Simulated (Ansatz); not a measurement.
GePt:
```xyz
2
Lattice="3.7296 0.0000 0.0000 -1.8648 3.2299 0.0000 0.0000 0.0000 2.9467" Properties=species:S:1:pos:R:3 pbc="T T T"
Pt     0.0000     0.0000     0.0000
Ge     1.8648     1.0766     1.4734
```

Relaxed with PBE. Special points in fractions of this cell's reciprocal vectors: Γ (0.000, 0.000, 0.000); M (0.500, 0.000, 0.000); K (0.333, 0.333, 0.000); A (0.000, 0.000, 0.500); L (0.500, 0.000, 0.500); H (0.333, 0.333, 0.500).

Problem. List the band energies nearest the Fermi level at these points for PBE in the plane-wave PAW code Ansatz.

Solution. In eV from the Fermi level; about four levels below and three above (degenerate sets whole), none deeper than 8.9 eV; … stands for higher levels left out; points with the same levels are listed once.

```csv
k,below,above
Γ,-4.71 -4.71 -2.47 -2.47,3.24 3.24 3.79
M,-3.18 -3.17 -2.55 -2.47 -0.52,5.37 7.15 …
K,-3.12 -2.72 -2.71 -1.89,7.71 9.21 …
A,-4.61 -4.61 -3.50 -3.50 -0.19,4.03 4.03 7.54
L,-3.67 -2.58 -1.99 -1.55,0.97 1.63 5.72
H,-3.12 -2.17 -1.96 -0.28,0.04 1.86 2.91
```

Space group P-6m2. A made-up cell: these elements were put on the sites of a structure type; neither database checked (COD, Materials Project) lists it. COD files the formula under space group No. 62, so this cell is another polymorph or a model. Whether it is the stable phase at ambient conditions was not checked. The cell keeps a stress of up to 0.2 GPa. Symmetry was held in the PBE relaxation; its stability against distortions is not shown here. No spin polarisation was allowed. Spin–orbit coupling is left out wherever it is not named.

Potentials: the later of the program's two PAW sets.
